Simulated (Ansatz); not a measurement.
CuRuF3 in Ansatz, settings compared

Run with:

```bash
ansatz run input.yaml --threads 1 --pin off --max-ram 2560MiB --backend cpu --events-out ev --progress --plain --runs-dir out
```

input.yaml:

```yaml
crystal:
  lattice:
    - [3.53439468, 0.0, 0.0]
    - [0.0, 3.53439468, 0.0]
    - [0.0, 0.0, 3.53439468]
  atoms:
    - { symbol: Cu, position: [0.5, 0.5, 0.5] }
    - { symbol: Ru, position: [0.0, 0.0, 0.0] }
    - { symbol: F, position: [0.5, 0.0, 0.0] }
    - { symbol: F, position: [0.0, 0.5, 0.0] }
    - { symbol: F, position: [0.0, 0.0, 0.5] }
  symmetry: { tolerance: 0.0003 }
kpoints:
  mp_grid: { grid: [5, 5, 5], shift: [0, 0, 0] }
magnetization:
  spin_polarized: false
scf:
  occupations: { method: gaussian, width: 0.015 }
hamiltonian:
  pseudopotentials: { kind: paw }
  xc: r2scan
basis:
  ecutwfc: 500
output:
  forces: true
  stress: true
  eigenvalues: true
```

Origin of the cell: a known structure type with other elements, at an estimated volume, so it need not be a known compound.

Output of this run (shortened):

```
SCF iter   1: F=—  HF=-14940.767772 eV  Δρ=3.13e-2  dr2=2.26e-1  dr2_τ=4.89e-1
SCF iter   2: F=—  HF=-14940.836933 eV  Δρ=1.12e-2  dr2=2.56e-2  dr2_τ=6.10e-3  defer=15
SCF iter   3: F=—  HF=-14940.844905 eV  Δρ=9.25e-3  dr2=1.60e-2  dr2_τ=1.01e-3  defer=15
SCF iter   4: F=—  HF=-14940.844067 eV  Δρ=2.62e-3  dr2=1.48e-3  dr2_τ=2.89e-4  defer=15
SCF iter   5: F=—  HF=-14940.844146 eV  Δρ=6.11e-4  dr2=1.74e-4  dr2_τ=1.07e-5  defer=15
SCF iter   6: F=—  HF=-14940.844174 eV  Δρ=2.41e-4  dr2=2.83e-5  dr2_τ=1.16e-6  defer=15
SCF iter   7: F=—  HF=-14940.844171 eV  Δρ=9.74e-5  dr2=3.36e-6  dr2_τ=1.74e-7  defer=15
SCF iter   8: F=—  HF=-14940.844173 eV  Δρ=5.81e-5  dr2=8.35e-7  dr2_τ=7.24e-8  defer=15
SCF iter   9: F=-14940.844173 eV  HF=-14940.844173 eV  Δρ=9.49e-6  dr2=2.54e-8  dr2_τ=1.99e-9
SCF 1 converged in 9 iterations: F = -14940.844173 eV  dr2 = 2.54e-8
SCF converged after 9 iterations
Free energy (F): -14940.844173 eV
Harris-Foulkes:  -14940.844173 eV  (|F-HF|=1.36e-8)
Internal energy: -14940.841482 eV  (E = F + TS)
E sigma→0 (E₀):  -14940.842827 eV
Entropy (-TS):   -0.002691 eV (-0.538 meV/atom)
Fermi energy:    17.901486 eV
--- Per-component energies (eV) ---
  E_band       = -504.374357
  E_kinetic    = 1479.399687
  E_local      = -7245.374194  (includes V_loc(G=0)·N_el)
  E_nonlocal   = 1004.370185
  E_hartree    = 2966.836889
  E_xc         = -507.186610
  E_vxc        = -737.332504  (∫ρ·V_xc dr)
  E_paw        = -5802.065958  (= ΣΔE_a)
  E_vpaw       = -988.715242  (= ΣTr[D̂ρ^β])
  E_aug_tail   = 0.003629  (compensation charges beyond the density's cutoff)
  E_vtau       = 49.597287  (kinetic-family band-sum trace: ∫τ·v_τ [+ j·A + Jᵃ·Aᵃ] dr)
  E_ewald      = -6836.118871
  E_core_change = -0.706238  (= ΣΔE_core)
  E_smearing   = -0.002691  (= −TS)
  Σ components = -14940.844173   (vs F -14940.844173, Δ=0.00e0)
--- Forces (eV/Å), atoms counted from 1 ---
  atom   1  Cu     0.000000    -0.000000    -0.000000
  atom   2  Ru    -0.000000    -0.000000    -0.000000
  atom   3  F      0.000000    -0.000000    -0.000000
  atom   4  F      0.000000    -0.000000     0.000000
  atom   5  F      0.000000     0.000000     0.000000
  max |Σ_I F_I| component: 0.0 eV/Å
--- Stress (GPa, compression-positive) ---
      123.683657       0.000000       0.000000
        0.000000     123.683657       0.000000
        0.000000       0.000000     123.683657
  P = ⅓ Tr σ = 123.6837 GPa (1236.837 kbar)
```

The same input was run again with these changes:

1. `scf.occupations.method` gaussian → tetrahedron_uncorrected; `scf.occupations.width` 0.015 → default
2. `scf.eigensolver.kind` default → davidson; `hamiltonian.hubbard` default → { sites: [{ species: Cu, l: d, u_eff: 1.0 }], double_counting: fll }
3. `kpoints.mp_grid.grid` [5, 5, 5] → [3, 3, 3]
4. `scf.initial_density.chi_scale` default → 0.3

```json
{"run": "base", "end": "converged", "SCF iterations": "9", "P (GPa)": "123.68", "max force component (eV/Å)": "0.000", "moment (μB)": "–", "ΔE(σ→0) (meV/atom)": "0"}
{"run": "1", "end": "converged", "SCF iterations": "9", "P (GPa)": "124.27", "max force component (eV/Å)": "0.000", "moment (μB)": "–", "ΔE(σ→0) (meV/atom)": "23.18"}
{"run": "2", "end": "converged", "SCF iterations": "10", "P (GPa)": "123.71", "max force component (eV/Å)": "0.000", "moment (μB)": "–", "ΔE(σ→0) (meV/atom)": "–"}
{"run": "3", "end": "converged", "SCF iterations": "15", "P (GPa)": "124.93", "max force component (eV/Å)": "0.000", "moment (μB)": "–", "ΔE(σ→0) (meV/atom)": "64.36"}
{"run": "4", "end": "converged", "SCF iterations": "12", "P (GPa)": "123.68", "max force component (eV/Å)": "0.000", "moment (μB)": "–", "ΔE(σ→0) (meV/atom)": "0.00"}
```

Energies are compared only where functional, datasets, charge and starting cell are the same.

Not properties of the system: run 1 (too coarse or loose: `scf.occupations.width` = 0.2), run 3 (too coarse or loose: `kpoints.mp_grid.grid` = [3, 3, 3]).

Caveats of the base run: no moments, though an odd count or open d shells may carry them; the given cell is far from equilibrium, with atoms too close or a volume far off; the k mesh is coarse if the cell is a metal.

Time of the base run: 3.8 s of wall time on 1 CPU thread(s) of a shared host, from the program's own first density.
